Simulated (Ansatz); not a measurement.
MoRu:
```
MoRu
1.0
    2.75337     0.00000     0.00000
   -1.37668     2.38449     0.00000
    0.00000     0.00000     4.42559
Mo Ru
1 1
Direct
  0.66667   0.33333   0.00000
  0.33333   0.66667   0.50000
```

Relaxed with r²SCAN. Special points in fractions of this cell's reciprocal vectors: Γ (0.000, 0.000, 0.000); M (0.500, 0.000, 0.000); K (0.333, 0.333, 0.000); A (0.000, 0.000, 0.500); L (0.500, 0.000, 0.500); H (0.333, 0.333, 0.500).

Q: List the band energies nearest the Fermi level at these points for r²SCAN in the plane-wave PAW code Ansatz.

A: In eV from the Fermi level; about four levels below and three above (degenerate sets whole), none deeper than 8.9 eV; … stands for higher levels left out; points with the same levels are listed once.

```json
[
 {"k": "Γ", "below": "-0.43 -0.43 -0.38 -0.38", "above": "1.68 …"},
 {"k": "M", "below": "-2.02 -1.16 -1.08 -0.43", "above": "1.89 3.65 4.77"},
 {"k": "K", "below": "-3.40 -3.07 -2.38 -1.47", "above": "0.06 2.13 2.69"},
 {"k": "A", "below": "-2.15 -2.15 -1.52 -1.42 -1.42", "above": "1.33 1.33 …"},
 {"k": "L", "below": "-5.42 -3.97 -3.63 -0.69", "above": "0.94 1.08 2.03 2.04"},
 {"k": "H", "below": "-3.43 -2.35 -1.28 -0.10", "above": "0.09 2.28 3.27"}
]
```

Space group P-6m2. The first step of the workflow began from a Materials Project structure, measured or hypothetical; the Crystallography Open Database copy checked does not list it. With Mo and Ru taken as one species the cell has the higher symmetry P6_3/mmc, so it may be an ordered model of a mixed-site phase. Its standing as an ambient phase is unchecked. The cell was relaxed with r²SCAN under the symmetry of its start; of distortions, only those at the zone centre were tested. No spin polarisation was allowed. Spin–orbit coupling is left out wherever it is not named.

Potentials: the later of the program's two PAW sets.
